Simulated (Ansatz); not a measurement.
Relaxed TiN (rock salt):

```xyz
4
Lattice="0.0000 4.2469 4.2469 2.1235 2.1235 4.2469 2.1235 2.1235 0.0000" Properties=species:S:1:pos:R:3 pbc="T T T"
N      0.0000     0.0000     0.0000
N      2.1235     4.2469     6.3704
Ti     2.1235     6.3704     6.3704
Ti     2.1235     4.2469     4.2469
```

A phonon eigenvector at X = (0.5, 0.5, 0.0) is frozen into this cell: atom i moves by Q times the vector below, so Q is the largest atomic displacement, in Å. The cell is held. It is one choice among 2 degenerate patterns. (q is in reciprocal vectors of the primitive cell; the cell shown is doubled to hold the pattern.)

```tsv
atom	x	y	z
N1	0.000	1.000	0.000
N2	0.000	-1.000	0.000
Ti3	0.000	0.148	0.000
Ti4	0.000	-0.148	0.000
```

Computed with PBE (plane waves to 420 eV, PAW, scalar-relativistic; Ansatz, an electronic-structure program). k mesh 19×19×19 (Γ-centred), Fermi-Dirac smearing 0.05 eV. Energies are smeared free energies. With partly filled bands, energies and forces of such displacements shift with the k mesh and the smearing. TiN is run without spin polarisation. TiN was relaxed with its symmetry unable to fall. The zero of ΔE is the undisplaced structure. The last digit holds for this mesh only.

```tsv
Q (Å)	ΔE (meV/cell)
-0.180	504.8
-0.150	withheld
-0.120	218.5
-0.090	121.6
-0.060	53.6
-0.030	13.3
0.000	0.0
0.030	13.3
0.060	53.6
0.090	121.6
0.120	218.5
0.150	withheld
0.180	504.8
```

Question: Fit an even polynomial form (powers 2, 4) to the given rows and predict ΔE at Q = -0.150.

Answer: Least squares on the 11 given rows: ΔE = (14830)·Q² + (23020)·Q⁴, in meV/cell with Q in Å; root-mean-square residual 0.11 meV/cell. At -0.150 the fit gives 345.3 meV/cell; the calculation gives 345.7 meV/cell, so the interpolation is off by -0.4 (-0.1 %). The quadratic term alone would give 333.7 meV/cell.

(A displaced cell: forces are minus the slopes of the energy, force constants its curvatures, and phonons follow from these.)
